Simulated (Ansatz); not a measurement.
Input:

In$_{5}$CuTe$_{8}$:
```
In5CuTe8
1.0
    4.42189     6.25915     0.00000
   -4.42189     6.25915     0.00000
   -0.01018     0.00000     8.84423
In Cu Te
5 1 8
Direct
  0.48963   0.48963   0.00000
  0.00972   0.00972   0.50000
  0.49955   0.49955   0.50000
  0.01153   0.48814   0.24139
  0.48814   0.01153   0.75861
  0.00094   0.00094   0.00000
  0.64269   0.10525   0.01938
  0.10525   0.64269   0.98062
  0.11070   0.61478   0.52326
  0.61478   0.11070   0.47674
  0.10292   0.15042   0.76767
  0.15042   0.10292   0.23233
  0.61611   0.65763   0.24764
  0.65763   0.61611   0.75236
```

This is the r²SCAN-relaxed structure.

Problem. All from DFT-r²SCAN in the program Ansatz with PAW potentials, unless another level is named. Predict the formation energy from the elements (no fitted shifts).

Solution. -435 meV/atom.

Problem. Predict the band gap.

Solution. 0.53 eV (direct).

Problem. Next, the valence-band maximum?

Solution. at Γ.

Space group C2. The first step of the workflow began from a Materials Project structure, measured or hypothetical; the Crystallography Open Database copy checked does not list it. Its standing as an ambient phase is unchecked. The cell was relaxed with r²SCAN under the symmetry of its start; whether a distortion lowers the energy is not shown. No spin polarisation was allowed. The references are the lowest solids computed at this level, not always the standard phases. Scalar-relativistic: spin–orbit coupling is off unless named, which matters more the heavier the elements.

Potentials: the later of the program's two PAW sets.
